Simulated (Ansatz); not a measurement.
RuF2, 1H MX2-type layer, relaxed and computed with two functionals in Ansatz (plane waves, PAW).

```json
[
 {"functional": "PBE", "a (Å)": "3.101", "thickness (Å)": "2.75", "gap (eV)": "0.75", "IP (eV)": "7.23"},
 {"functional": "r²SCAN+D4", "a (Å)": "___", "thickness (Å)": "___", "gap (eV)": "___", "IP (eV)": "___"}
]
```

Complete the blanks.


- r²SCAN+D4, a (Å): 3.057
- r²SCAN+D4, thickness (Å): 2.73
- r²SCAN+D4, gap (eV): 1.27
- r²SCAN+D4, IP (eV): 7.61

Spin orders computed, not proven ground states: RuF2, 1H MX2-type layer with PBE ferromagnetic; RuF2, 1H MX2-type layer with r²SCAN+D4 ferromagnetic. All cells were relaxed under the symmetry of their starts (and spin orders); stability against distortions was not tested throughout. Scalar-relativistic: spin–orbit coupling is off unless named, which matters more the heavier the elements. Constructed layers (a layer type filled with these elements): RuF2, 1H MX2-type layer; RuF2, 1H MX2-type layer.

Potentials: the later of the program's two PAW sets.

Ansatz (an electronic-structure program) is a plane-wave DFT program.
